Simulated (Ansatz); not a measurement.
Relaxed-ion elastic tensor of MoPd (rock salt, Fm-3m) in GPa (Voigt order), plane-wave PAW PBEsol (Ansatz code); density 9.87 g/cm³, 17.03 Å³ per atom.

```
 294   142   142   0.0   0.0   0.0
 142   294   142   0.0   0.0   0.0
 142   142   294   0.0   0.0   0.0
 0.0   0.0   0.0  -8.8   0.0   0.0
 0.0   0.0   0.0   0.0  -8.8   0.0
 0.0   0.0   0.0   0.0   0.0  -8.8
```

### Question
Is the crystal mechanically stable?

### Answer
No: the smallest eigenvalue of C is -8.8 GPa.

The start of the workflow was typed in or built on a structure type; neither database checked (COD, Materials Project) lists it. Its standing as an ambient phase is unchecked. The PBEsol relaxation kept the symmetry of its start. At this level the phase is mechanically unstable. No spin polarisation was allowed. Its formation energy is positive at this level, so the cell may be metastable or incomplete. As this level gives no gap, shear constants depend on the k-mesh and smearing (Fermi–Dirac, 0.1 eV here).

Potentials: the earlier of the program's two PAW sets. The files were generated under PBE; for other functionals the program regenerates the frozen cores, and for LDA and PBEsol the local potential too.
